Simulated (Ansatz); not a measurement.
ZnO:
```
ZnO
1.0
    5.57998     0.00000     0.00000
    0.00000     5.57998     0.00000
    0.00000     0.00000     5.57998
Zn O
6 6
Cartesian
  1.39499   0.00000   2.78999
  4.18498   0.00000   2.78999
  2.78999   1.39499   0.00000
  2.78999   4.18498   0.00000
  0.00000   2.78999   1.39499
  0.00000   2.78999   4.18498
  4.18498   2.78999   0.00000
  1.39499   2.78999   0.00000
  0.00000   4.18498   2.78999
  0.00000   1.39499   2.78999
  2.78999   0.00000   4.18498
  2.78999   0.00000   1.39499
```

Relaxed with r²SCAN.

Q: Map the electron localisation function on the plane through (0.250, 0.000, 0.500) spanned by u = [1, 0, 0] and v = [0, 1, 0] in lattice vectors, from DFT-r²SCAN in the program Ansatz with PAW potentials.

A: x is the fraction of u, y of v (the angle between them is 90°; rows are the nearest grid lines); atoms in the plane: Zn at (0.00, 0.00), Zn at (0.50, 0.00), O at (0.75, 0.75), O at (0.75, 0.25).
```
|00001110111000000011101110000|
|00001100011000000011111110000|
|00011100011100000112444211000|
|12221100011222111269999962111|
|11111000001111112699989996211|
|11110000000111125899656998521|
|11100000000011136998525899631|
|10000000000000136899989998631|
|10000000000000124689999986421|
|00000000000000012467888764210|
|00000000000000001233444332100|
|00000000000000000011111110000|
|00000000000000000011111110000|
|00000000000000001233444332100|
|00000000000000012467888764210|
|10000000000000124689999986421|
|10000000000000136899989998631|
|11100000000011136998525899631|
|11110000000111125899656998521|
|11111000001111112699989996211|
|12221100011222111269999962111|
|00011100011100000112444211000|
|00001100011000000011111110000|
|00001110111000000011101110000|
```
Scale: ten equal steps from 0.000 (start of '0') to 0.830 (end of '9'), in the order '0123456789'; x runs from 0.000 to 1.00, y from 0.000 (bottom) to 1.00 (top).

The density is the valence pseudo-density with augmentation charge, so density and ELF within about 1 Å of a nucleus are not all-electron values.

Space group Pm-3n. The start of the workflow was typed in or built on a structure type; neither database checked (COD, Materials Project) lists it. It is not the phase usual at ambient conditions (space group No. 186). The cell was relaxed with r²SCAN under the symmetry of its start; its stability against distortions is not shown here.

Potentials: the later of the program's two PAW sets.
